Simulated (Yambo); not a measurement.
FeP2 (space group Pnnm, No. 58), G0W0@LDA in Yambo with this input:

```
rim_cut
gw0
dyson
el_el_corr
HF_and_locXC
ppa
em1d
RandQpts= 1000000
RandGvec= 1 Ry
EXXRLvcs= 90 Ry
VXCRLvcs= 360 Ry
Chimod= "HARTREE"
% BndsRnXp
 9 | 150 |
%
NGsBlkXp= 8 Ry
% LongDrXp
 1.0 | 1.0 | 1.0 |
%
PPAPntXp= 27.2114 eV
% GbndRnge
 1 | 150 |
%
GTermKind= "BG"
DysSolver= "n"
ExtendOut
```

On a 2×2×4 mesh, with wavefunctions cut at 90 Ry, the gap (Γ → (0, 0, 0.25)) is 0.386 eV and the valence edge shifts by 0.617 eV.

Q: What happens with this change: 3 Ry block?

A: The gap rises by 0.431 eV, to 0.817 eV; the shift of the valence edge becomes 0.453 eV. Neither run is shown to be the converged limit.

Geometry of the Materials Project entry, not relaxed at this level; primitive cell a = 4.918 Å, b = 5.627 Å, c = 2.715 Å, α = β = γ = 90.00°.

The structure is a Materials Project entry; no match was found in the copy of COD used, and its stability was not checked.

The runs are not spin-polarised; magnetic order was not tried.

A shift is the quasiparticle energy of the state minus its LDA energy.
